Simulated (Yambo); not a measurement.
Yambo run on BaO (NiAs type, space group P6_3/mmc, No. 194). The wavefunctions are norm-conserving PBEsol (Quantum ESPRESSO, 84 Ry, with spin-orbit coupling) ones on a 3×3×2 mesh (32 occupied bands); a = b = 3.743 Å, c = 6.533 Å, α = β = 90.00°, γ = 120.00°.

Yambo input:

```
rim_cut
gw0
dyson
el_el_corr
HF_and_locXC
cohsex
em1s
RandQpts= 1000000
RandGvec= 1 Ry
EXXRLvcs= 84 Ry
VXCRLvcs= 336 Ry
Chimod= "HARTREE"
% BndsRnXs
 1 | 244 |
%
NGsBlkXs= 7 Ry
% LongDrXs
 1.0 | 1.0 | 1.0 |
%
ExtendOut
% QPkrange
 3 | 3 | 32 | 33 |
 6 | 6 | 32 | 32 |
%
```

k points by index: 3 = (0, 0.333, 0), 6 = H.

Resulting energies as the program prints them:

```
#    K-point    Band    Eo [eV]    E [eV]    E-Eo [eV]    Vxc [eV]    Vnlxc [eV]    Sc|Eo [eV]    Re(Z)    Im(Z)
#
    3    32    -0.153411    -2.379023    -2.225612    -18.57929    -23.39530    2.590397    1.000000    0.000000
    3    33    2.700343    2.160379    -0.539964    -9.546465    -5.013158    -5.073271    1.000000    0.000000
    6    32    0.000000    -2.228673    -2.228673    -18.63755    -23.42929    2.563073    1.000000    0.000000
```
(The two width columns are left out.) Convergence of these settings isn't established.

Geometry relaxed with PBEsol.

This is not the ordinary phase of the substance; no match was found in the copy of COD used, and its stability was not checked.
